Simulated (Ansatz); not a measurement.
Relaxed BAs (zinc blende):

```
CELL_PARAMETERS angstrom
      0.00000     4.78390     4.78390
      2.39195     2.39195     4.78390
      2.39195     2.39195     0.00000
ATOMIC_POSITIONS crystal
  As 0.00000 0.75000 0.75000
  As 0.50000 0.75000 0.75000
  B  0.00000 0.00000 0.00000
  B  0.50000 0.00000 0.00000
```

The atoms are displaced by Q × the pattern below (from a DFPT mode at X = (0.5, 0.5, 0.0), largest move 1; Q in Å), at fixed cell. It is one choice among 2 degenerate patterns. (q is in reciprocal vectors of the primitive cell; the cell shown is doubled to hold the pattern.)

```json
[
 {"atom": "As1", "x": "-0.104", "y": "0.000", "z": "0.000"},
 {"atom": "As2", "x": "0.104", "y": "0.000", "z": "0.000"},
 {"atom": "B3", "x": "0.000", "y": "1.000", "z": "0.000"},
 {"atom": "B4", "x": "0.000", "y": "-1.000", "z": "0.000"}
]
```

Level of theory: r2SCAN (plane waves to 500 eV, PAW, scalar-relativistic; Ansatz, a program for electronic structure). k mesh 12×12×12 (Γ-centred), Fermi-Dirac smearing 0.05 eV. The energy includes the smearing's −TS. Stress and pressure are positive under compression. BAs was relaxed with its symmetry unable to fall. ΔE is measured from the undisplaced structure.

```tsv
Q (Å)	ΔE (meV/cell)	P (GPa)	−dE/dQ from forces (eV/Å)
-0.280	1284	8.4	8.924
-0.233	899	5.9	7.570
-0.187	579	3.8	6.136
-0.140	327	2.1	4.646
-0.093	146	0.9	3.117
-0.047	37	0.2	1.564
0.000	0	0.0	0.000
0.047	37	0.2	-1.564
0.093	146	0.9	-3.117
0.140	327	2.1	-4.646
0.187	579	3.8	-6.136
0.233	899	5.9	-7.570
0.280	1284	8.4	-8.924
```

What the scan shows:

```
Quantity                                                                                                             Result
-----------------------------------------------------------  --------------------------------------------------------------
Energy at Q = 0.280 Å                                                                                         1284 meV/cell
Space group of the distorted cell                                                       C222_1 (No. 20), lowered from F-43m
Symmetry of the curve                                                                         even: the same for both signs
Shape of the curve                                           a single well with its minimum at or next to zero displacement
Harmonic wavenumber from the curvature (finite differences)                                                        627 cm⁻¹
Wavenumber by perturbation theory (DFPT, on another k mesh)                                                        627 cm⁻¹
```

(A displaced cell: forces are minus the slopes of the energy, force constants its curvatures, and phonons follow from these.)
